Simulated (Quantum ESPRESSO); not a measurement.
# Al7GaN8: one run as intended and one with a planted mistake

Simulated, not a measurement. The program is pw.x of Quantum ESPRESSO 7.5 (plane-wave density functional theory). The cell is made up: 16 atoms on a doubled wurtzite lattice, with randomly drawn elements, strain and displacements, not relaxed. PseudoDojo standard norm-conserving files (v0.5 for PBE, v0.4.1 for LDA and PBEsol) set the functional; there is no spin polarisation, spin-orbit coupling or dispersion term, and the masses in the input are unused placeholders.

Intended input:

```
&control calculation='scf', pseudo_dir='./dojo.nc.sr.pbe.v0_5.standard.upf', outdir='./o', disk_io='low', tprnfor=.true., tstress=.true. /
&system ibrav=0, nat=16, ntyp=3, nbnd=43, ecutwfc=84.00895049, nosym=.true., tot_charge=0,
 occupations='smearing', smearing='fd', degauss=0.0018374661
/
&electrons conv_thr=7.350e-09, electron_maxstep=60, /
ATOMIC_SPECIES
Al 1.0 Al.upf
Ga 1.0 Ga.upf
N 1.0 N.upf
CELL_PARAMETERS angstrom
3.0658 0.0 0.0
0.0 5.3101 0.0
0.0 0.0 10.0129
ATOMIC_POSITIONS angstrom
Al 0.097 0.2126 -0.023
Al 1.617 2.6255 0.043
Al 1.4945 1.019 2.5276
Al -0.0607 3.4549 2.677
Al -0.0315 -0.0687 4.9276
Al 1.4533 2.4967 4.9907
Ga 1.5111 0.9218 7.5571
Al 0.1046 3.5081 7.5003
N 0.0214 0.017 1.8591
N 1.5614 2.6417 1.7768
N 1.5661 1.0163 4.3482
N 0.105 3.4789 4.2868
N -0.0201 -0.1607 6.9265
N 1.6384 2.7659 6.918
N 1.5738 0.8552 9.3295
N 0.0296 3.6529 9.43
K_POINTS automatic
7 4 2 1 1 1
```

The log is shortened where brackets say so; the opening notice, blank lines, dates and the lines on written files are dropped, and the path of the files is cut. It prints rydbergs, bohrs and kilobars, and counts compression as positive stress. Where no state is partly filled, the Fermi energy that it prints is only some level between the filled and the empty states on the mesh, and need not lie in the true gap.

Log of the intended run:

```
     Program PWSCF v.7.5
     Parallel version (MPI & OpenMP), running on       4 processor cores
     Number of MPI processes:                 4
     Threads/MPI process:                     1
     [start-up lines left out]
     bravais-lattice index     =            0
     lattice parameter (alat)  =       5.7935  a.u.
     unit-cell volume          =    1100.0261 (a.u.)^3
     number of atoms/cell      =           16
     number of atomic types    =            3
     number of electrons       =        74.00
     number of Kohn-Sham states=           43
     kinetic-energy cutoff     =      84.0090  Ry
     charge density cutoff     =     336.0358  Ry
     scf convergence threshold =      7.3E-09
     mixing beta               =       0.7000
     number of iterations used =            8  plain     mixing
     Exchange-correlation= PBE
                           (   1   4   3   4   0   0   0)
     [axes and pseudopotential details left out]
   Cartesian axes
     site n.     atom                  positions (alat units)
         1        Al     tau(   1) = (   0.0316394   0.0693457  -0.0075021  )
         2        Al     tau(   2) = (   0.5274317   0.8563833   0.0140257  )
         3        Al     tau(   3) = (   0.4874747   0.3323765   0.8244504  )
         4        Al     tau(   4) = (  -0.0197991   1.1269163   0.8731816  )
         5        Al     tau(   5) = (  -0.0102746  -0.0224085   1.6072803  )
         6        Al     tau(   6) = (   0.4740361   0.8143715   1.6278622  )
         7        Ga     tau(   7) = (   0.4928893   0.3006719   2.4649684  )
         8        Al     tau(   8) = (   0.0341183   1.1442690   2.4464414  )
         9        N      tau(   9) = (   0.0069802   0.0055450   0.6063996  )
        10        N      tau(  10) = (   0.5092961   0.8616674   0.5795551  )
        11        N      tau(  11) = (   0.5108291   0.3314959   1.4182921  )
        12        N      tau(  12) = (   0.0342488   1.1347446   1.3982647  )
        13        N      tau(  13) = (  -0.0065562  -0.0524170   2.2592798  )
        14        N      tau(  14) = (   0.5344119   0.9021789   2.2565073  )
        15        N      tau(  15) = (   0.5133407   0.2789484   3.0430883  )
        16        N      tau(  16) = (   0.0096549   1.1914998   3.0758693  )
     number of k points=    28  Fermi-Dirac smearing, width (Ry)=  0.0018
                       cart. coord. in units 2pi/alat
        k(    1) = (   0.0714286   0.0721691   0.0765463), wk =   0.0714286
        k(    2) = (   0.0714286   0.0721691  -0.0765463), wk =   0.0714286
     [further k points left out]
     Dense  grid:   114293 G-vectors     FFT dimensions: (  36,  60, 120)
     Estimated max dynamical RAM per process >     235.20 MB
     Estimated total dynamical RAM >     857.08 MB
     Initial potential from superposition of free atoms
     starting charge      73.9801, renormalised to      74.0000
     Starting wfcs are   69 randomized atomic wfcs
     total cpu time spent up to now is        3.9 secs
     per-process dynamical memory:   178.0 Mb
     Self-consistent Calculation
     iteration #  1     ecut=    84.01 Ry     beta= 0.70
     Davidson diagonalization with overlap
     ethr =  1.00E-02,  avg # of iterations =  3.0
     total cpu time spent up to now is        9.7 secs
     total energy              =    -350.32463946 Ry
     estimated scf accuracy    <       5.19606957 Ry
     iteration #  2     ecut=    84.01 Ry     beta= 0.70
     Davidson diagonalization with overlap
     ethr =  7.02E-03,  avg # of iterations =  2.1
     total cpu time spent up to now is       15.0 secs
     total energy              =    -351.70893615 Ry
     estimated scf accuracy    <       4.16533032 Ry
     [iterations 3 to 13 left out]
     iteration # 14     ecut=    84.01 Ry     beta= 0.70
     Davidson diagonalization with overlap
     ethr =  5.40E-11,  avg # of iterations =  2.0
     total cpu time spent up to now is       75.4 secs
     total energy              =    -352.53521542 Ry
     estimated scf accuracy    <       0.00000002 Ry
     iteration # 15     ecut=    84.01 Ry     beta= 0.70
     Davidson diagonalization with overlap
     ethr =  2.72E-11,  avg # of iterations =  2.0
     total cpu time spent up to now is       79.7 secs
     End of self-consistent calculation
     [lines on levels left out]
     the Fermi energy is     9.4643 ev
!    total energy              =    -352.53521541 Ry
     estimated scf accuracy    <          4.3E-09 Ry
     smearing contrib. (-TS)   =      -0.00000000 Ry
     internal energy E=F+TS    =    -352.53521541 Ry
     The total energy is F=E-TS. E is the sum of the following terms:
     one-electron contribution =    -127.69831542 Ry
     hartree contribution      =     117.73090956 Ry
     xc contribution           =    -108.08491203 Ry
     ewald contribution        =    -234.48289753 Ry
     convergence has been achieved in  15 iterations
     Forces acting on atoms (cartesian axes, Ry/au):
     atom    1 type  1   force =    -0.06702748   -0.17492039    0.05472068
     atom    2 type  1   force =    -0.01915072    0.11303437   -0.12105333
     atom    3 type  1   force =     0.02362967   -0.12257560   -0.08499766
     atom    4 type  1   force =     0.01627637    0.06687380   -0.37564759
     atom    5 type  1   force =     0.02172840    0.02273710    0.04832560
     atom    6 type  1   force =     0.05533878    0.25303094    0.14031637
     atom    7 type  2   force =     0.00958351   -0.04326156   -0.11878146
     atom    8 type  1   force =    -0.00836690   -0.00152829    0.10918547
     atom    9 type  3   force =    -0.01967423    0.01903509    0.07374246
     atom   10 type  3   force =    -0.02539279    0.03869891    0.16014869
     atom   11 type  3   force =    -0.00491223   -0.28035645   -0.02411782
     atom   12 type  3   force =    -0.04610781    0.02291198    0.25408255
     atom   13 type  3   force =     0.00549414    0.14751154   -0.11111437
     atom   14 type  3   force =    -0.02379968   -0.09533366   -0.08792097
     atom   15 type  3   force =     0.05573507    0.09702979    0.09703285
     atom   16 type  3   force =     0.02664591   -0.06288754   -0.01392147
     Total force =     0.781928     Total SCF correction =     0.000124
     Computing stress (Cartesian axis) and pressure
          total   stress  (Ry/bohr**3)                   (kbar)     P=      190.95
   0.00086318  -0.00002965   0.00008977          126.98       -4.36       13.21
  -0.00002965   0.00139095   0.00009493           -4.36      204.62       13.96
   0.00008977   0.00009493   0.00164003           13.21       13.96      241.26
     init_run     :      3.69s CPU      3.85s WALL (       1 calls)
     electrons    :     74.88s CPU     75.79s WALL (       1 calls)
     forces       :      1.21s CPU      1.24s WALL (       1 calls)
     stress       :      3.54s CPU      3.64s WALL (       1 calls)
     [timing details left out]
     PWSCF        :   1m23.40s CPU   1m24.66s WALL
     JOB DONE.
```

A second run has one planted mistake: the files are those of another functional. The input lines that differ, file-writing options aside:

```
- &control calculation='scf', pseudo_dir='./dojo.nc.sr.pbe.v0_5.standard.upf', outdir='./o', disk_io='low', tprnfor=.true., tstress=.true. /
+ &control calculation='scf', pseudo_dir='./dojo.nc.sr.lda.v0_4_1.standard.upf', outdir='./o', disk_io='low', tprnfor=.true., tstress=.true. /
```

Its log:

```
     Program PWSCF v.7.5
     Parallel version (MPI & OpenMP), running on       4 processor cores
     Number of MPI processes:                 4
     Threads/MPI process:                     1
     [start-up lines left out]
     bravais-lattice index     =            0
     lattice parameter (alat)  =       5.7935  a.u.
     unit-cell volume          =    1100.0261 (a.u.)^3
     number of atoms/cell      =           16
     number of atomic types    =            3
     number of electrons       =        74.00
     number of Kohn-Sham states=           43
     kinetic-energy cutoff     =      84.0090  Ry
     charge density cutoff     =     336.0358  Ry
     scf convergence threshold =      7.3E-09
     mixing beta               =       0.7000
     number of iterations used =            8  plain     mixing
     Exchange-correlation= SLA  PW   NOGX NOGC
                           (   1   4   0   0   0   0   0)
     [axes and pseudopotential details left out]
   Cartesian axes
     site n.     atom                  positions (alat units)
         1        Al     tau(   1) = (   0.0316394   0.0693457  -0.0075021  )
         2        Al     tau(   2) = (   0.5274317   0.8563833   0.0140257  )
         3        Al     tau(   3) = (   0.4874747   0.3323765   0.8244504  )
         4        Al     tau(   4) = (  -0.0197991   1.1269163   0.8731816  )
         5        Al     tau(   5) = (  -0.0102746  -0.0224085   1.6072803  )
         6        Al     tau(   6) = (   0.4740361   0.8143715   1.6278622  )
         7        Ga     tau(   7) = (   0.4928893   0.3006719   2.4649684  )
         8        Al     tau(   8) = (   0.0341183   1.1442690   2.4464414  )
         9        N      tau(   9) = (   0.0069802   0.0055450   0.6063996  )
        10        N      tau(  10) = (   0.5092961   0.8616674   0.5795551  )
        11        N      tau(  11) = (   0.5108291   0.3314959   1.4182921  )
        12        N      tau(  12) = (   0.0342488   1.1347446   1.3982647  )
        13        N      tau(  13) = (  -0.0065562  -0.0524170   2.2592798  )
        14        N      tau(  14) = (   0.5344119   0.9021789   2.2565073  )
        15        N      tau(  15) = (   0.5133407   0.2789484   3.0430883  )
        16        N      tau(  16) = (   0.0096549   1.1914998   3.0758693  )
     number of k points=    28  Fermi-Dirac smearing, width (Ry)=  0.0018
                       cart. coord. in units 2pi/alat
        k(    1) = (   0.0714286   0.0721691   0.0765463), wk =   0.0714286
        k(    2) = (   0.0714286   0.0721691  -0.0765463), wk =   0.0714286
     [further k points left out]
     Dense  grid:   114293 G-vectors     FFT dimensions: (  36,  60, 120)
     Estimated max dynamical RAM per process >     235.20 MB
     Estimated total dynamical RAM >     857.08 MB
     Initial potential from superposition of free atoms
     starting charge      73.9825, renormalised to      74.0000
     Starting wfcs are   69 randomized atomic wfcs
     total cpu time spent up to now is        4.0 secs
     per-process dynamical memory:   178.0 Mb
     Self-consistent Calculation
     iteration #  1     ecut=    84.01 Ry     beta= 0.70
     Davidson diagonalization with overlap
     ethr =  1.00E-02,  avg # of iterations =  3.0
     total cpu time spent up to now is       10.2 secs
     total energy              =    -350.78385173 Ry
     estimated scf accuracy    <       5.18111449 Ry
     iteration #  2     ecut=    84.01 Ry     beta= 0.70
     Davidson diagonalization with overlap
     ethr =  7.00E-03,  avg # of iterations =  2.1
     total cpu time spent up to now is       15.4 secs
     total energy              =    -352.11739359 Ry
     estimated scf accuracy    <       4.58205470 Ry
     [iterations 3 to 13 left out]
     iteration # 14     ecut=    84.01 Ry     beta= 0.70
     Davidson diagonalization with overlap
     ethr =  5.70E-11,  avg # of iterations =  1.9
     total cpu time spent up to now is       81.2 secs
     total energy              =    -353.05158204 Ry
     estimated scf accuracy    <       0.00000002 Ry
     iteration # 15     ecut=    84.01 Ry     beta= 0.70
     Davidson diagonalization with overlap
     ethr =  2.93E-11,  avg # of iterations =  2.0
     total cpu time spent up to now is       85.6 secs
     End of self-consistent calculation
     [lines on levels left out]
     the Fermi energy is     9.1167 ev
!    total energy              =    -353.05158204 Ry
     estimated scf accuracy    <          5.6E-09 Ry
     smearing contrib. (-TS)   =      -0.00000000 Ry
     internal energy E=F+TS    =    -353.05158204 Ry
     The total energy is F=E-TS. E is the sum of the following terms:
     one-electron contribution =    -128.45785215 Ry
     hartree contribution      =     117.13521787 Ry
     xc contribution           =    -107.24605024 Ry
     ewald contribution        =    -234.48289753 Ry
     convergence has been achieved in  15 iterations
     Forces acting on atoms (cartesian axes, Ry/au):
     atom    1 type  1   force =    -0.06353316   -0.17310627    0.05052861
     atom    2 type  1   force =    -0.01823108    0.11317229   -0.11330578
     atom    3 type  1   force =     0.02271447   -0.11744497   -0.08448403
     atom    4 type  1   force =     0.01666365    0.06528519   -0.35816015
     atom    5 type  1   force =     0.02078273    0.02186819    0.04698473
     atom    6 type  1   force =     0.05253468    0.23765123    0.13047161
     atom    7 type  2   force =     0.01105036   -0.04532784   -0.10789337
     atom    8 type  1   force =    -0.00942837    0.00312841    0.10501724
     atom    9 type  3   force =    -0.01782446    0.02388130    0.07257395
     atom   10 type  3   force =    -0.02299886    0.03155739    0.15713146
     atom   11 type  3   force =    -0.00556876   -0.26275079   -0.02171379
     atom   12 type  3   force =    -0.04408938    0.02157977    0.23662385
     atom   13 type  3   force =     0.00629928    0.14706875   -0.10341163
     atom   14 type  3   force =    -0.02517963   -0.09867428   -0.08255132
     atom   15 type  3   force =     0.05124554    0.09636980    0.08710504
     atom   16 type  3   force =     0.02556300   -0.06425817   -0.01491641
     Total force =     0.745310     Total SCF correction =     0.000105
     Computing stress (Cartesian axis) and pressure
          total   stress  (Ry/bohr**3)                   (kbar)     P=       84.37
   0.00019499  -0.00002881   0.00007590           28.68       -4.24       11.16
  -0.00002881   0.00065444   0.00008581           -4.24       96.27       12.62
   0.00007590   0.00008581   0.00087118           11.16       12.62      128.15
     init_run     :      3.77s CPU      3.92s WALL (       1 calls)
     electrons    :     80.56s CPU     81.61s WALL (       1 calls)
     forces       :      1.20s CPU      1.23s WALL (       1 calls)
     stress       :      3.70s CPU      3.80s WALL (       1 calls)
     [timing details left out]
     PWSCF        :   1m29.33s CPU   1m30.74s WALL
     JOB DONE.
```

```
                                            intended run  run with the mistake
                          free energy (eV)     -4796.486             -4803.511
                    smearing term -TS (eV)        0.0000                0.0000
                            pressure (GPa)         19.09                  8.44
            largest force component (eV/Å)         9.658                 9.209
largest change of a force component (eV/Å)                               0.453
                                iterations            15                    15
```

For scale, a rerun of the intended cell at a cutoff of 1437 eV and k mesh 9 x 6 x 4 moved values by no more than 0.005 eV in energy, 0.04 GPa in stress and 0.002 eV/Å in force. Files of another functional have another zero of energy, so the energy change says nothing on stability.